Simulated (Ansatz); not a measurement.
A trial cell of MgF2 was relaxed with PBE (plane waves to 420 eV, PAW, scalar-relativistic; Ansatz, a first-principles code).

Before: P3₁21 (No. 152), hP9; a = 4.7483 Å, b = 4.7483 Å, c = 5.2237 Å, α = 90.00°, β = 90.00°, γ = 120.00°.

After relaxation:

Simulated powder pattern, Cu Kα, λ = 1.54184 Å (kinematic, ideal powder, no thermal factors, no anomalous dispersion; the 24 strongest lines at most, above 1 %, up to 2θ = 90°):

```
2θ (°)  I/Imax (%)
------  ----------
17.15           21
21.86          100
29.93          2.4
34.70          1.5
37.37          9.7
40.80           24
44.56          5.3
46.47          2.0
48.60          5.9
53.15          2.7
54.61          5.7
54.87           11
60.65          2.0
62.20          2.1
63.76          6.7
64.65          4.9
65.05          1.6
66.77          7.4
71.80          2.1
73.23          2.1
74.31          2.2
75.51          1.9
87.39          1.7
87.78          2.2
```

Identify the relaxed structure from its pattern: crystal system, space group and cell.

Hexagonal, P6₄22 (No. 181), hP9; a = 5.9699 Å, b = 5.9699 Å, c = 6.5858 Å, α = 90.00°, β = 90.00°, γ = 120.00°. Sites: Mg 3d (0.500, 0.000, 0.500); F 6i (0.217, 0.434, 0.000).

Index the strongest lines.

17.15° (1 0 -1 0), 21.86° (1 0 -1 1), 37.37° (2 0 -2 1), 40.80° (1 1 -2 2), 54.87° (2 0 -2 3).

No spin polarisation in the result.

The run could not lose the symmetry of its start: the end is stationary, and may be a saddle point rather than a minimum.

The relaxed structure here is a generated cell of MgF2: the first start was made by placing the elements on the sites of a structure type, and the end was not matched to a known phase here, so it may be hypothetical. Known forms of MgF2 include space group No. 136.
